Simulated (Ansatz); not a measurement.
Cs2VHO4 in space group Cmc2_1 (No. 36; Pearson symbol oS32), the program Ansatz at the r²SCAN level (PAW). The conduction-band minimum lies at Γ, with 1 equivalent valley. Second derivatives d²E/dk² of the lowest band at one valley (eV·Å²), along Cartesian directions:

```json
[
 {"direction": "[100]", "d²E/dk²": "3.992"},
 {"direction": "[010]", "d²E/dk²": "0.8297"},
 {"direction": "[001]", "d²E/dk²": "0.8220"},
 {"direction": "[110]", "d²E/dk²": "2.412"},
 {"direction": "[101]", "d²E/dk²": "2.407"},
 {"direction": "[011]", "d²E/dk²": "0.8254"}
]
```

Find the principal effective masses, the density-of-states mass and the conductivity mass.

Off-diagonal terms follow from H_xy = H[110] − (H_xx + H_yy)/2, and m*/mₑ = 7.620 eV·Å² over each eigenvalue: 1.9, 9.2, 9.3. One valley's DOS mass (m₁m₂m₃)^(1/3) = 5.5, conductivity mass 3/(Σ 1/mᵢ) = 4.1 mₑ.

What effective density of states Nc follows at 300 K for parabolic valleys?

Nc = 2.509e19 × 1 × (5.5)^(3/2) ≈ 3.2e20 cm⁻³.

The first step of the workflow began from a Materials Project structure, measured or hypothetical; the Crystallography Open Database copy checked does not list it. Its standing as an ambient phase is unchecked. The r²SCAN relaxation kept the symmetry of its start; its stability against distortions is not shown here. The run is not spin-polarised. No Hubbard U is applied. Spin–orbit coupling is left out wherever it is not named.

Potentials: the later of the program's two PAW sets.

Edges and masses are those of Kohn–Sham bands, whose gap is no quasiparticle gap.
